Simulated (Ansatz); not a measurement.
This cell of CsSrF$_{3}$ (cubic perovskite) is off equilibrium:

```yaml
crystal:
  lattice:
    - [4.74296, 0.00000, 0.00000]
    - [0.00000, 4.74296, 0.00000]
    - [0.00000, 0.00000, 4.80619]
  atoms:
    - { symbol: Cs, position: [0.00000, 0.00000, 0.00000] }
    - { symbol: Sr, position: [0.50000, 0.50000, 0.50000] }
    - { symbol: F, position: [0.00000, 0.50000, 0.50000] }
    - { symbol: F, position: [0.50000, 0.00000, 0.50000] }
    - { symbol: F, position: [0.50000, 0.50000, 0.00000] }
```

Level of theory: r2SCAN (plane waves to 500 eV, PAW, scalar-relativistic; Ansatz, a program for electronic structure). k mesh 7×7×7 (Γ-centred), Fermi-Dirac smearing 0.05 eV. Energies are smeared free energies. Compression counts positive. CsSrF3 was relaxed with its symmetry unable to fall.

Problem. Give the stress tensor in GPa and the pressure.

Solution. 
```
   0.36     0.00     0.00
   0.00     0.36     0.00
   0.00     0.00    -0.69
```
The pressure, a third of the trace, is 0.01 GPa.

Problem. It is the relaxed cell deformed to V/V₀ = 1.000, (c/a)/(c/a)₀ = 1.013, c along z, fractional positions held. What is its energy relative to the relaxed cell?

Solution. 0.6 meV/atom.

(A scan under strain: stresses follow from slopes of the energy per volume, elastic moduli from its curvatures.)
